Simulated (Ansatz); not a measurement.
Y₂AlSi₂:
```yaml
crystal:
  lattice:
    - [-2.03812, 2.85309, 4.37706]
    - [2.03812, -2.85309, 4.37706]
    - [2.03812, 2.85309, -4.37706]
  atoms:
    - { symbol: Y, position: [0.71058, 0.21058, 0.50000] }
    - { symbol: Y, position: [0.28942, 0.78942, 0.50000] }
    - { symbol: Al, position: [0.00000, 0.00000, 0.00000] }
    - { symbol: Si, position: [0.28983, 0.50000, 0.78983] }
    - { symbol: Si, position: [0.71017, 0.50000, 0.21017] }
```

This is the r²SCAN-relaxed structure.

All from DFT-r²SCAN in the program Ansatz with PAW potentials, unless another level is named. Predict the electronic character.

metallic (no gap).

Next, the density of states at the Fermi level?

0.48 states/eV per atom (mean over ±0.08 eV).

Give the formation energy from the elements (no fitted shifts).

-0.79 eV/atom.

Space group Immm. The first step of the workflow began from a Materials Project structure, measured or hypothetical; the Crystallography Open Database files this formula in space group No. 71, but the cells were not matched. Its standing as an ambient phase is unchecked. The r²SCAN relaxation kept the symmetry of its start; its stability against distortions is not shown here. No spin polarisation was allowed. The references are the lowest solids computed at this level, not always the standard phases. Spin–orbit coupling is left out wherever it is not named.

Potentials: the earlier of the program's two PAW sets.
